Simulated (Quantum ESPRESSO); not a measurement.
## Calculated data, Zn$_{4}$S$_{3}$O (made-up cell), Zn$_{4}$Se$_{3}$O (made-up cell), MgGa$_{2}$SiN$_{4}$ (made-up cell), Mg$_{4}$SeS$_{2}$O (made-up cell)

Computed with Quantum ESPRESSO 7.5. Calculation on a made-up crystal cell, not a measurement, rerun at a higher cutoff and a denser mesh: periodic Kohn-Sham density functional theory in plane waves with PseudoDojo standard norm-conserving scalar-relativistic pseudopotentials, each functional with its own files (v0.5 for PBE, v0.4.1 for LDA and PBEsol), no spin polarisation, no spin-orbit coupling, atoms not relaxed, stress positive in tension, energies less a fixed whole-eV offset for each atom's element; levels are Kohn-Sham levels at fractions of this cell's reciprocal vectors, counted from the reference band (half the neutral cell's valence electrons, rounded up) at Gamma; error bars give the change to or from the runs named with them, not the error of the files; each bar is the largest change over components, and at least 0.002 eV, 0.002 eV per angstrom or 0.02 GPa; energies are for the whole cell, and the offsets were chosen from early runs and are not element reference energies.

Settings shared by all entries: lattice type wurtzite; functional pbe; fermi dirac smearing 0.025 eV; scf tolerance 1e-07 eV; electrons removed 0.

(1) Zn$_{4}$S$_{3}$O (made-up cell)

```cif
# cell vector a (Å): 4.0115 -0.0141 -0.0348
# cell vector b (Å): -0.0244 6.8303 0.1255
# cell vector c (Å): -0.0568 0.1183 6.3866
data_Zn4S3O
_symmetry_space_group_name_H-M 'P 1'
_symmetry_Int_Tables_number 1
_cell_length_a 4.0117
_cell_length_b 6.8315
_cell_length_c 6.3879
_cell_angle_alpha 87.884
_cell_angle_beta 91.010
_cell_angle_gamma 90.415
_cell_volume 174.92
loop_
_atom_site_label
_atom_site_type_symbol
_atom_site_fract_x
_atom_site_fract_y
_atom_site_fract_z
_atom_site_occupancy
Zn1 Zn 0.00289 0.00396 0.99986 1
Zn2 Zn 0.51181 0.50253 0.00084 1
Zn3 Zn 0.49449 0.16650 0.51189 1
Zn4 Zn 0.00680 0.66310 0.50373 1
S1 S 0.99184 0.99007 0.38721 1
S2 S 0.51667 0.49408 0.38170 1
O1 O 0.51131 0.16577 0.87597 1
S3 S 0.99535 0.67358 0.86099 1
```

```
cutoff                   : 1437 eV
k mesh                   : 6 x 6 x 6, shifted by half a step
free energy less offsets : 1.063 eV
scf iterations           : 12
smearing term minus ts   : 0 eV
pressure                 : -8.538 GPa
stress xx                : 10.11 GPa
stress yy                : 7.747 GPa
stress zz                : 7.755 GPa
stress yz                : 1.134 GPa
stress xz                : -0.2862 GPa
stress xy                : -0.5025 GPa
reference band           : 52
error bar energy         : 0.01585 eV
error bar stress         : 0.1226 GPa
error bar force          : 0.005462 eV/Å
error bar next band up   : 0.002 eV
error bars from          : change from the looser run of this cell
```

Atoms:
| atoms element | atom site | atom energy offset (eV) |
| --- | --- | --- |
| Zn | 1 | -5687 |
| Zn | 2 | -5687 |
| Zn | 3 | -5687 |
| Zn | 4 | -5687 |
| S | 5 | -302 |
| S | 6 | -302 |
| O | 7 | -452 |
| S | 8 | -302 |

Forces:
| site | x (eV/Å) | y (eV/Å) | z (eV/Å) |
| --- | --- | --- | --- |
| 1 | -0.1297 | 0.8296 | -0.484 |
| 2 | -0.1214 | -0.79 | -0.3326 |
| 3 | 0.04432 | -0.3059 | 1.033 |
| 4 | 0.1174 | -0.2488 | -0.4684 |
| 5 | 0.1538 | 0.6685 | -0.4158 |
| 6 | -0.2927 | 0.09404 | -0.2539 |
| 7 | -0.01441 | 0.01792 | -0.1163 |
| 8 | 0.2426 | -0.2654 | 1.038 |

Levels:
| level k point | next band up (eV) |
| --- | --- |
| Gamma | 0.9288 |
| (1/2,1/2,1/2) | 2.972 |
| (0.15,0,0) | 1.72 |
| (0,0.15,0) | 1.308 |
| (0,0,0.15) | 1.39 |

(2) Zn$_{4}$Se$_{3}$O (made-up cell)

```cif
# cell vector a (Å): 4.0306 0.0000 0.0000
# cell vector b (Å): 0.0000 6.9812 0.0000
# cell vector c (Å): 0.0000 0.0000 6.5820
data_Zn4Se3O
_symmetry_space_group_name_H-M 'P 1'
_symmetry_Int_Tables_number 1
_cell_length_a 4.0306
_cell_length_b 6.9812
_cell_length_c 6.5820
_cell_angle_alpha 90.000
_cell_angle_beta 90.000
_cell_angle_gamma 90.000
_cell_volume 185.21
loop_
_atom_site_label
_atom_site_type_symbol
_atom_site_fract_x
_atom_site_fract_y
_atom_site_fract_z
_atom_site_occupancy
Zn1 Zn 0.00141 0.99012 0.99467 1
Zn2 Zn 0.46869 0.50854 0.97882 1
Zn3 Zn 0.47742 0.16974 0.51352 1
Zn4 Zn 0.03414 0.66870 0.50558 1
Se1 Se 0.99412 0.00789 0.39818 1
Se2 Se 0.51022 0.48119 0.39354 1
Se3 Se 0.47363 0.16663 0.90254 1
O1 O 0.00233 0.66595 0.89727 1
```

```
cutoff                   : 1467 eV
k mesh                   : 6 x 6 x 6, shifted by half a step
free energy less offsets : -2.959 eV
scf iterations           : 12
smearing term minus ts   : 0 eV
pressure                 : -4.19 GPa
stress xx                : 4.326 GPa
stress yy                : 3.551 GPa
stress zz                : 4.692 GPa
stress yz                : 0.5768 GPa
stress xz                : 0.3939 GPa
stress xy                : -1.34 GPa
reference band           : 67
error bar energy         : 0.02943 eV
error bar stress         : 0.2046 GPa
error bar force          : 0.005943 eV/Å
error bar next band up   : 0.002494 eV
error bars from          : change from the looser run of this cell
```

Atoms:
| atoms element | atom site | atom energy offset (eV) |
| --- | --- | --- |
| Zn | 1 | -5687 |
| Zn | 2 | -5687 |
| Zn | 3 | -5687 |
| Zn | 4 | -5687 |
| Se | 5 | -3300 |
| Se | 6 | -3300 |
| Se | 7 | -3300 |
| O | 8 | -452 |

Forces:
| site | x (eV/Å) | y (eV/Å) | z (eV/Å) |
| --- | --- | --- | --- |
| 1 | -0.631 | -1.52 | 0.2793 |
| 2 | -0.3404 | 1.334 | 0.04657 |
| 3 | 0.312 | -0.6438 | 0.6004 |
| 4 | -0.4092 | -0.08704 | 0.7781 |
| 5 | -0.3857 | -0.8231 | -0.4544 |
| 6 | 0.3181 | 1.581 | -0.5031 |
| 7 | 0.7903 | -0.02578 | -0.7014 |
| 8 | 0.346 | 0.1849 | -0.0454 |

Levels:
| level k point | next band up (eV) |
| --- | --- |
| Gamma | 0.4764 |
| (1/2,1/2,1/2) | 2.5 |
| (0.15,0,0) | 1.335 |
| (0,0.15,0) | 0.917 |
| (0,0,0.15) | 1.005 |

(3) MgGa$_{2}$SiN$_{4}$ (made-up cell)

```cif
# cell vector a (Å): 3.1899 0.0000 0.0000
# cell vector b (Å): 0.0000 5.5250 0.0000
# cell vector c (Å): 0.0000 0.0000 5.2090
data_MgGa2SiN4
_symmetry_space_group_name_H-M 'P 1'
_symmetry_Int_Tables_number 1
_cell_length_a 3.1899
_cell_length_b 5.5250
_cell_length_c 5.2090
_cell_angle_alpha 90.000
_cell_angle_beta 90.000
_cell_angle_gamma 90.000
_cell_volume 91.80
loop_
_atom_site_label
_atom_site_type_symbol
_atom_site_fract_x
_atom_site_fract_y
_atom_site_fract_z
_atom_site_occupancy
Ga1 Ga 0.00574 0.96947 0.00313 1
Ga2 Ga 0.54510 0.47415 0.99391 1
Si1 Si 0.50350 0.16762 0.48915 1
Mg1 Mg 0.99476 0.66038 0.50278 1
N1 N 0.02163 0.99712 0.38829 1
N2 N 0.45951 0.49984 0.35730 1
N3 N 0.51262 0.20311 0.86637 1
N4 N 0.00288 0.65055 0.85780 1
```

```
cutoff                   : 1437 eV
k mesh                   : 8 x 6 x 6, shifted by half a step
free energy less offsets : -0.9566 eV
scf iterations           : 13
smearing term minus ts   : 0 eV
pressure                 : 4.445 GPa
stress xx                : 4.767 GPa
stress yy                : -12.74 GPa
stress zz                : -5.358 GPa
stress yz                : -9.011 GPa
stress xz                : 2.758 GPa
stress xy                : -2.388 GPa
error bar energy         : 0.002 eV
error bar stress         : 0.02363 GPa
error bar force          : 0.008184 eV/Å
error bars from          : change from the looser run of this cell
```

Atoms:
| atoms element | atom site | atom energy offset (eV) |
| --- | --- | --- |
| Ga | 1 | -2080 |
| Ga | 2 | -2080 |
| Si | 3 | -115 |
| Mg | 4 | -1617 |
| N | 5 | -283 |
| N | 6 | -283 |
| N | 7 | -283 |
| N | 8 | -283 |

Forces:
| site | x (eV/Å) | y (eV/Å) | z (eV/Å) |
| --- | --- | --- | --- |
| 1 | 0.1621 | 0.7623 | -1.151 |
| 2 | -0.83 | 7.537 | 2.881 |
| 3 | -0.05503 | 2.74 | 0.5014 |
| 4 | -1.264 | -0.7784 | -1.362 |
| 5 | -0.4688 | 3.015 | 0.1188 |
| 6 | 2.07 | -4.58 | 0.7077 |
| 7 | -0.5092 | -10.03 | -4.868 |
| 8 | 0.8947 | 1.337 | 3.172 |

(4) Mg$_{4}$SeS$_{2}$O (made-up cell)

```cif
# cell vector a (Å): 4.0559 -0.0176 -0.0442
# cell vector b (Å): -0.0304 7.0347 0.0463
# cell vector c (Å): -0.0722 0.0437 6.6135
data_Mg4SeS2O
_symmetry_space_group_name_H-M 'P 1'
_symmetry_Int_Tables_number 1
_cell_length_a 4.0562
_cell_length_b 7.0349
_cell_length_c 6.6140
_cell_angle_alpha 89.242
_cell_angle_beta 91.251
_cell_angle_gamma 90.500
_cell_volume 188.66
loop_
_atom_site_label
_atom_site_type_symbol
_atom_site_fract_x
_atom_site_fract_y
_atom_site_fract_z
_atom_site_occupancy
Mg1 Mg 0.99670 0.99970 0.00568 1
Mg2 Mg 0.49703 0.49928 0.00169 1
Mg3 Mg 0.49503 0.16534 0.49659 1
Mg4 Mg 0.00617 0.65727 0.49932 1
S1 S 0.00635 0.00309 0.37064 1
S2 S 0.51459 0.49279 0.37614 1
O1 O 0.51590 0.17270 0.86695 1
Se1 Se 0.99699 0.65050 0.86748 1
```

```
cutoff                   : 1467 eV
k mesh                   : 6 x 6 x 6, shifted by half a step
free energy less offsets : 2.572 eV
scf iterations           : 12
smearing term minus ts   : 0 eV
pressure                 : -3.278 GPa
stress xx                : 2.235 GPa
stress yy                : 4.453 GPa
stress zz                : 3.146 GPa
stress yz                : 0.6576 GPa
stress xz                : -0.5421 GPa
stress xy                : -0.9746 GPa
error bar energy         : 0.006264 eV
error bar stress         : 0.07391 GPa
error bar force          : 0.01003 eV/Å
error bars from          : change from the looser run of this cell
```

Atoms:
| atoms element | atom site | atom energy offset (eV) |
| --- | --- | --- |
| Mg | 1 | -1617 |
| Mg | 2 | -1617 |
| Mg | 3 | -1617 |
| Mg | 4 | -1617 |
| S | 5 | -302 |
| S | 6 | -302 |
| O | 7 | -452 |
| Se | 8 | -3300 |

Forces:
| site | x (eV/Å) | y (eV/Å) | z (eV/Å) |
| --- | --- | --- | --- |
| 1 | -0.158 | 1.576 | -1.437 |
| 2 | 0.1704 | -2.257 | -0.1096 |
| 3 | 0.3988 | -0.05043 | 1.691 |
| 4 | 0.2785 | 0.2306 | -0.9844 |
| 5 | -0.3138 | -0.3787 | 0.3008 |
| 6 | -0.3469 | 0.2491 | -0.1388 |
| 7 | 0.01144 | -0.2641 | 0.1895 |
| 8 | -0.04036 | 0.8941 | 0.4887 |
